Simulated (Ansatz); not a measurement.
Molecular dynamics on a 2×2×1 supercell (16 atoms) of MgCAs₂ (ordering on zincblende), relaxed with r2SCAN. Forces come from PBE in the plane-wave code Ansatz: a Nosé-Hoover thermostat at fixed volume, 2200 K, steps of 3 fs. Computed, non-magnetic; the trajectory is short and the cell small, so nothing here is a converged average. The structure comes from a prototype and may be hypothetical.

```yaml
crystal:
  lattice:
    - [6.1029189738, 0.0, 0.0]
    - [0.0, 6.1029189738, 0.0]
    - [0.0, 0.0, 7.8321635374]
  atoms:
    - { symbol: Mg, position: [0.0, 0.0, 0.0] }
    - { symbol: As, position: [0.0, 0.25, 0.337746669] }
    - { symbol: C, position: [0.25, 0.25, 0.5] }
    - { symbol: As, position: [0.25, 0.0, 0.662253331] }
    - { symbol: Mg, position: [0.0, 0.5, 0.0] }
    - { symbol: As, position: [0.0, 0.75, 0.337746669] }
    - { symbol: C, position: [0.25, 0.75, 0.5] }
    - { symbol: As, position: [0.25, 0.5, 0.662253331] }
    - { symbol: Mg, position: [0.5, 0.0, 0.0] }
    - { symbol: As, position: [0.5, 0.25, 0.337746669] }
    - { symbol: C, position: [0.75, 0.25, 0.5] }
    - { symbol: As, position: [0.75, 0.0, 0.662253331] }
    - { symbol: Mg, position: [0.5, 0.5, 0.0] }
    - { symbol: As, position: [0.5, 0.75, 0.337746669] }
    - { symbol: C, position: [0.75, 0.75, 0.5] }
    - { symbol: As, position: [0.75, 0.5, 0.662253331] }
kpoints:
  mp_grid: { grid: [2, 2, 2] }
hamiltonian:
  xc: pbe
scf:
  occupations: { method: fermi_dirac, width: 0.19 }
md:
  ensemble: nvt_nose_hoover
  temperature: 2200
  timestep: 3.0
  n_steps: 40
  initial_velocities: maxwell_boltzmann
  seed: 3219
```

Run as `ansatz run input.yaml --threads 4 --pin off --max-ram 3686MiB --backend cpu --events-out ev --progress --plain --runs-dir out`. Wall time 6.4 min on 4 threads of Intel(R) Xeon(R) Processor @ 2.50GHz (Skylake/Cascade Lake) (shared host); peak host memory 1.2 GiB.

Question: How do temperature and energy develop?

Answer: The temperature starts at 2200 K, is lowest at step 15 (795 K, 45 fs) and ends at 1649 K. The thermostat hasn't had time to restore it. The atoms start on their lattice sites with kinetic energy alone, so much of it first passes into potential energy. By the last step the atoms have moved 0.52 Å in the root mean square, the drift of the whole cell taken out, 1.18 Å at most.
```csv
step,t (fs),T (K),free energy F from step 0 (meV/atom),kinetic energy (meV/atom),largest force (eV/Å)
0,0,2200,0.0,266.6,0.04
1,3,2121,9.8,257.0,1.57
2,6,1910,36.0,231.5,3.09
3,9,1648,68.6,199.7,4.26
4,12,1431,95.6,173.4,4.65
5,15,1314,109.8,159.2,4.21
6,18,1285,113.2,155.7,3.48
7,21,1296,112.0,157.1,3.34
8,24,1306,111.3,158.2,3.02
9,27,1292,113.6,156.6,2.67
10,30,1249,119.6,151.3,2.43
11,33,1172,129.8,142.0,2.24
12,36,1056,144.7,128.0,2.38
13,39,914,163.2,110.8,3.35
14,42,801,178.6,97.0,4.74
15,45,795,180.5,96.3,5.21
16,48,907,167.2,109.9,4.28
17,51,1052,150.5,127.4,2.57
18,54,1139,141.8,138.0,2.52
19,57,1148,143.0,139.1,2.65
20,60,1107,150.4,134.2,2.76
21,63,1051,159.6,127.3,2.85
22,66,1006,167.5,121.9,3.02
23,69,999,170.8,121.1,3.30
24,72,1052,166.8,127.5,3.52
25,75,1171,155.0,141.9,3.53
26,78,1332,138.3,161.4,3.25
27,81,1490,122.4,180.6,2.67
28,84,1603,112.5,194.2,2.92
29,87,1644,111.7,199.2,3.12
30,90,1616,119.6,195.8,3.20
31,93,1561,131.0,189.2,3.78
32,96,1559,135.7,188.9,4.56
33,99,1669,126.1,202.2,4.86
34,102,1855,106.7,224.8,3.95
35,105,2001,92.8,242.4,3.77
36,108,2012,95.9,243.9,3.86
37,111,1894,115.1,229.5,3.95
38,114,1729,139.5,209.6,3.99
39,117,1625,155.8,197.0,4.38
40,120,1649,155.9,199.8,4.07
```

Positions (Å) and forces (eV/Å) at step 40:
```
Mg  -0.071   0.256  -0.375    -0.025  -0.659   0.381
As   0.145   1.635   2.774    -0.269   0.056   0.945
C    1.831   1.558   4.077    -1.996  -0.311  -1.682
As   1.519  -0.054   5.126    -0.085   1.999   2.088
Mg   0.258   3.034  -0.276    -0.003   0.651   0.191
As  -0.134   4.574   2.673     0.137   0.010   1.145
C    1.617   4.648   3.954    -1.410  -0.483  -2.908
As   1.859   3.189   5.150    -1.241  -1.206   0.649
Mg   2.676  -1.060  -0.242     0.109  -0.266   0.241
As   3.247   1.187   2.736    -0.021   3.588  -0.506
C    4.571   1.623   4.235     1.575   0.593  -3.423
As   4.272   0.196   5.285     0.403  -3.496   2.039
Mg   3.330   1.856  -0.259    -0.209   0.117   0.950
As   3.057   5.043   2.543    -0.846  -2.639   0.142
C    4.289   4.638   3.996     2.843   0.880  -0.157
As   4.298   3.149   5.320     1.039   1.167  -0.095
```

Where bands overlap the cell is a metal at that level, and these k meshes limit energies, forces and stress. Overlaps of a few tenths of an eV in semilocal functionals can be an artefact that a hybrid or GW lifts.
